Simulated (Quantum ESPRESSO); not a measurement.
Hf3AlO7F, convergence and cost over cutoff and k mesh

Simulated, not a measurement. The program is pw.x of Quantum ESPRESSO 7.5 (plane-wave density functional theory). The cell is made up: 12 atoms on a fluorite lattice, with randomly drawn elements, strain and displacements, not relaxed. PseudoDojo standard norm-conserving files (v0.5 for PBE, v0.4.1 for LDA and PBEsol) set the functional; there is no spin polarisation, spin-orbit coupling or dispersion term, and the masses in the input are unused placeholders.

The hafnium pseudopotential is less sure than the others, with forces about 3 percent (worst 6) and pressure in oxides about 1.5 GPa (worst 2.7) from a second method in checks, which no rerun with the same files tests.

Input of the run in row 4:

```
&control calculation='scf', pseudo_dir='./dojo.nc.sr.pbe.v0_5.standard.upf', outdir='./o', disk_io='low', tprnfor=.true., tstress=.true. /
&system ibrav=0, nat=12, ntyp=4, nbnd=50, ecutwfc=84.00895049, nosym=.true., tot_charge=0,
 occupations='smearing', smearing='fd', degauss=0.0018374661
/
&electrons conv_thr=7.350e-09, electron_maxstep=60, /
ATOMIC_SPECIES
Al 1.0 Al.upf
F 1.0 F.upf
Hf 1.0 Hf.upf
O 1.0 O.upf
CELL_PARAMETERS angstrom
5.3186 0.0474 0.0382
0.0474 5.1759 0.0977
0.0382 0.0977 5.2589
ATOMIC_POSITIONS angstrom
Hf -0.0088 -0.0118 0.0708
Hf 0.0415 2.5384 2.7012
Hf 2.7246 0.0484 2.6122
Al 2.6944 2.5854 0.0367
O 1.3492 1.3878 1.3007
O 1.4105 1.3671 4.0055
O 1.3918 3.9057 1.4209
O 1.3719 3.9589 3.9969
O 3.9709 1.3062 1.404
O 4.009 1.4278 4.0159
O 4.0549 3.9665 1.4151
F 4.0615 3.9982 4.1042
K_POINTS automatic
4 4 4 1 1 1
```

The same cell was run at these settings. Meshes are shifted by half a step, and differences are from the last row, which is itself not exact.

| cutoff (eV) | k mesh | k points solved | threshold (eV) | free energy less the last row's (eV) | pressure (GPa) | largest stress difference (GPa) | largest force difference (eV/Å) | iterations | wall time (s) | k-point pools | processor |
| --- | --- | --- | --- | --- | --- | --- | --- | --- | --- | --- | --- |
| 800 | 2 x 2 x 2 | 4 | 1e-04 | 1.037 | -32.04 | 10.23 | 0.046 | 11 | 17 | 4 | Intel Xeon, 2023 or later |
| 1143 | 2 x 2 x 2 | 4 | 1e-07 | -0.237 | -22.15 | 0.34 | 0.047 | 14 | 25 | 4 | Intel Xeon, 2023 or later |
| 686 | 4 x 4 x 4 | 32 | 1e-07 | 5.042 | -49.99 | 28.22 | 0.070 | 14 | 50 | 4 | Intel Xeon, 2023 or later |
| 1143 | 4 x 4 x 4 | 32 | 1e-07 | 0.001 | -21.88 | 0.03 | 0.002 | 15 | 118 | 4 | Intel Xeon, 2023 or later |
| 1437 | 6 x 6 x 6 | 108 | 1e-07 | 0.000 | -21.85 | 0.00 | 0.000 | 15 | 558 | 4 | Intel Xeon, 2023 or later |

Each pool is one process. Wall times include start-up and a band step at six k points, which weighs most on the coarsest meshes. The runs were on shared virtual cores whose load varied, so times are rough.